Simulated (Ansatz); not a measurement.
AgCl:
```xyz
4
Lattice="1.8627 -5.5535 0.0000 1.8627 5.5535 0.0000 0.0000 0.0000 3.9450" Properties=species:S:1:pos:R:3 pbc="T T T"
Ag     1.8627     1.1549     2.9587
Ag     1.8627    -1.1549     0.9862
Cl     1.8627    -4.0647     0.9862
Cl     1.8627     4.0647     2.9587
```

Relaxed with r²SCAN.

Problem. Give the Bader charges and basin volumes of the independent atoms, DFT-r²SCAN in the program Ansatz with PAW potentials.

Solution. 

```json
[
 {"atom": "Ag1", "Bader charge (e)": "+0.60", "Bader volume (Å³)": "18.1"},
 {"atom": "Cl3", "Bader charge (e)": "-0.60", "Bader volume (Å³)": "22.8"}
]
```

Space group Cmcm. The workflow started from a Materials Project entry (that database holds measured and hypothetical structures alike); the Crystallography Open Database copy checked does not list it. It is not the phase usual at ambient conditions (space group No. 225). The r²SCAN relaxation kept the symmetry of its start; whether a distortion lowers the energy is not shown. The run is not spin-polarised.

Potentials: the later of the program's two PAW sets.
